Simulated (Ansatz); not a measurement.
This cell of Mo₃Te₄ (space group R-3) is off equilibrium:

```
Mo3Te4
1.0
    4.97612     2.87297     3.84947
   -4.97612     2.87297     3.84947
    0.00000    -5.74593     3.84947
Te Mo
8 6
Direct
  0.29407   0.29407   0.29407
  0.70593   0.70593   0.70593
  0.87526   0.61782   0.25412
  0.12474   0.38218   0.74588
  0.25412   0.87526   0.61782
  0.74588   0.12474   0.38218
  0.61782   0.25412   0.87526
  0.38218   0.74588   0.12474
  0.95578   0.26327   0.08030
  0.04422   0.73673   0.91970
  0.08030   0.95578   0.26327
  0.91970   0.04422   0.73673
  0.26327   0.08030   0.95578
  0.73673   0.91970   0.04422
```

Calculation: PBEsol (plane waves to 420 eV, PAW, scalar-relativistic; Ansatz, a program for electronic structure). k mesh 6×6×6 (Γ-centred), Fermi-Dirac smearing 0.05 eV. E stands for the smeared free energy. Stress and pressure are positive under compression. At this level the bands of Mo3Te4 touch or barely overlap. Mo3Te4 is run without spin polarisation. Mo3Te4 was relaxed with its symmetry unable to fall. Spin-orbit coupling is left out, though Te is heavy.

### Question
Give the stress tensor in GPa and the pressure.

### Answer
```
    2.4      0.0      0.0
    0.0      2.4      0.0
    0.0      0.0      2.3
```
The pressure, a third of the trace, is 2.3 GPa.

### Question
It is the relaxed cell scaled evenly to V/V₀ = 0.955, atoms relaxed where free. What is its energy relative to the relaxed cell?

### Answer
8 meV/atom.

(Under strain, the slope of the energy per volume gives the stress and its curvature an elastic modulus.)
